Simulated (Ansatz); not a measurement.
Input:

GaPt$_{3}$:
```cif
data_Ga2Pt6
_chemical_formula_sum 'Ga2 Pt6'
_space_group_name_H-M_alt 'P 1'
_space_group_IT_number 1
_cell_length_a 5.52230
_cell_length_b 5.52230
_cell_length_c 5.52230
_cell_angle_alpha 120.599
_cell_angle_beta 120.599
_cell_angle_gamma 88.965
loop_
_space_group_symop_operation_xyz
  'x, y, z'
loop_
_atom_site_label
_atom_site_type_symbol
_atom_site_fract_x
_atom_site_fract_y
_atom_site_fract_z
_atom_site_occupancy
Ga1 Ga 0.25000 0.75000 0.50000 1
Ga2 Ga 0.75000 0.25000 0.50000 1
Pt1 Pt 0.28847 0.78847 0.07694 1
Pt2 Pt 0.71153 0.21153 0.92306 1
Pt3 Pt 0.78847 0.71153 0.50000 1
Pt4 Pt 0.21153 0.28847 0.50000 1
Pt5 Pt 0.75000 0.75000 0.00000 1
Pt6 Pt 0.25000 0.25000 0.00000 1
```

This is the PBEsol-relaxed structure.

Question: All from PBEsol in the plane-wave PAW code Ansatz, unless another level is named. Predict the formation energy from the elements (no fitted shifts).

Answer: -0.47 eV/atom.

Question: Predict the density of states at the Fermi level.

Answer: 0.55 states/eV per atom (mean over ±0.08 eV).

Space group I4/mcm. The workflow started from a Materials Project entry (that database holds measured and hypothetical structures alike); the Crystallography Open Database copy checked does not list it. COD files the formula under space group No. 127. Its standing as an ambient phase is unchecked. Symmetry was held in the PBEsol relaxation; whether a distortion lowers the energy is not shown. No spin polarisation was allowed. The references are the lowest solids computed at this level, not always the standard phases. Scalar-relativistic: spin–orbit coupling is off unless named, which matters more the heavier the elements.

Potentials: the later of the program's two PAW sets.
